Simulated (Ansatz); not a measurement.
BP (zinc blende)

```yaml
crystal:
  lattice:
    - [0.00000, 2.26820, 2.26820]
    - [2.26820, 0.00000, 2.26820]
    - [2.26820, 2.26820, 0.00000]
  atoms:
    - { symbol: P, position: [0.75000, 0.75000, 0.75000] }
    - { symbol: B, position: [0.00000, 0.00000, 0.00000] }
```

Grid over V/V₀ and (c/a)/(c/a)₀, subscript 0 meaning the relaxed cell; the conventional c axis lies along z; no internal relaxation.

All values below come from r2SCAN (plane waves to 500 eV, PAW, scalar-relativistic; Ansatz, a first-principles code). k mesh 12×12×12 (Γ-centred), Fermi-Dirac smearing 0.05 eV. Stress and pressure are positive under compression. BP was relaxed with its symmetry unable to fall. The PAW data are Ansatz's earlier set.

At one point of the scan the stress tensor (GPa) is:

```
    8.1      0.0      0.0
    0.0      8.1      0.0
    0.0      0.0    -16.3
```

Which point is it?
A. V/V₀ = 1.000, (c/a)/(c/a)₀ = 1.080
B. V/V₀ = 0.980, (c/a)/(c/a)₀ = 1.080
C. V/V₀ = 1.020, (c/a)/(c/a)₀ = 1.040
D. V/V₀ = 1.000, (c/a)/(c/a)₀ = 1.040

A, V/V₀ = 1.000, (c/a)/(c/a)₀ = 1.080

(Under strain, the slope of the energy per volume gives the stress and its curvature an elastic modulus.)
